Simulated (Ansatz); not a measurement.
Ge in space group R-3 (No. 148; Ge on 6c, Ge on 18f) at seven volumes, PBEsol in the plane-wave PAW code Ansatz, shape and atoms relaxed at each. One row is withheld.

```tsv
V (Å³/atom)	P (GPa)
18.655	7.52
19.270	4.57
19.885	2.08
20.500	0.00
21.115	?
21.730	-3.20
22.345	-4.40
```

Problem. Fit the shown pressures and predict the withheld one.

Solution. Third-order Birch–Murnaghan: P = (3/2)B₀(x^(7/2) − x^(5/2))[1 + (3/4)(B′ − 4)(x − 1)] with x = (V₀/V)^(2/3). Least squares on the six rows gives V₀ = 20.501 Å³/atom, B₀ = 63.21 GPa, B′ = 4.91. At V = 21.115, x = 0.9805 and P = -1.74 GPa. The run itself gave -1.75 GPa.

The workflow started from a Materials Project entry (that database holds measured and hypothetical structures alike); the Crystallography Open Database copy checked does not list it. It is not the phase usual at ambient conditions (space group No. 227). Symmetry was held in the PBEsol relaxation; whether a distortion lowers the energy is not shown.

Potentials: the earlier of the program's two PAW sets. The files were generated under PBE; for other functionals the program regenerates the frozen cores, and for LDA and PBEsol the local potential too.
